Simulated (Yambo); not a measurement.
Yambo run on NaYS2 (space group R-3m, No. 166). The wavefunctions come from this Quantum ESPRESSO step (PBEsol, PseudoDojo standard norm-conserving files, scalar-relativistic):

```
&CONTROL
  calculation = 'nscf'
  pseudo_dir = './pseudo'
  outdir = './out'
/
&SYSTEM
  ibrav = 0
  nat = 4
  ntyp = 3
  ecutwfc = 88.0
  ecutrho = 352.0
  occupations = 'fixed'
  force_symmorphic = .true.
  nbnd = 131
/
&ELECTRONS
  conv_thr = 4e-09
  diago_full_acc = .true.
  diago_thr_init = 1e-08
/
ATOMIC_SPECIES
Na 22.9898 Na.upf
S 32.0600 S.upf
Y 88.9058 Y.upf
CELL_PARAMETERS angstrom
  1.968203253881   1.136342678448   6.582819742000
 -1.968203253881   1.136342678448   6.582819742000
  0.000000000000  -2.272685356896   6.582819742000
ATOMIC_POSITIONS crystal
Na   0.000000000000   0.000000000000   0.000000000000
S   0.242616560800   0.242616560800   0.242616560800
S   0.757383439200   0.757383439200   0.757383439200
Y   0.500000000000   0.500000000000   0.500000000000
K_POINTS automatic
4 4 4 0 0 0
```

Yambo input:

```
rim_cut
gw0
dyson
el_el_corr
HF_and_locXC
ppa
em1d
RandQpts= 1000000
RandGvec= 1 Ry
EXXRLvcs= 88 Ry
VXCRLvcs= 352 Ry
Chimod= "HARTREE"
% BndsRnXp
 3 | 130 |
%
NGsBlkXp= 7 Ry
% LongDrXp
 1.0 | 1.0 | 1.0 |
%
PPAPntXp= 27.2114 eV
% GbndRnge
 1 | 130 |
%
GTermKind= "BG"
DysSolver= "n"
ExtendOut
% QPkrange
 1 | 1 | 16 | 17 |
 3 | 3 | 16 | 17 |
 7 | 7 | 16 | 17 |
 13 | 13 | 16 | 17 |
%
```

k points by index: 1 = Γ, 3 = L, 7 = F, 13 = Z.

The o-*.qp file then holds:

```
#    K-point    Band    Eo [eV]    E [eV]    E-Eo [eV]    Vxc [eV]    Vnlxc [eV]    Sc|Eo [eV]    Sc|E [eV]    dSc/dw|Eo [eV]    Re(Z)    Im(Z)
#
    1    16    0.000000    -0.952062    -0.952062    -13.12356    -16.11123    1.776215    2.035610    -7.413065    0.785898    -0.001497
    1    17    3.441760    4.384167    0.942406    -12.07599    -6.560987    -4.355827    -4.572597    -6.258767    0.813004    -0.494395E-3
    3    16    -0.703540    -1.713523    -1.009982    -12.77801    -16.07346    2.012480    2.285469    -7.356055    0.787187    0.002837
    3    17    2.662196    3.408761    0.746564    -11.43412    -6.632117    -3.883253    -4.055442    -6.275253    0.812603    -0.001100
    7    16    -0.832730    -1.849115    -1.016385    -12.68926    -16.03596    2.047755    2.330312    -7.564774    0.782472    -0.860990E-4
    7    17    2.144858    2.811509    0.666650    -10.63271    -6.126189    -3.691778    -3.839874    -6.043972    0.818254    -0.001265
    13    16    -0.113308    -1.077099    -0.963791    -12.98085    -16.01538    1.807802    2.070745    -7.422963    0.785673    -0.001511
    13    17    3.484902    4.438897    0.953995    -12.17494    -6.616997    -4.382631    -4.603949    -6.311932    0.811713    -0.001260
```
(The two width columns are left out.) Convergence of these settings isn't established.

Geometry relaxed with PBEsol.
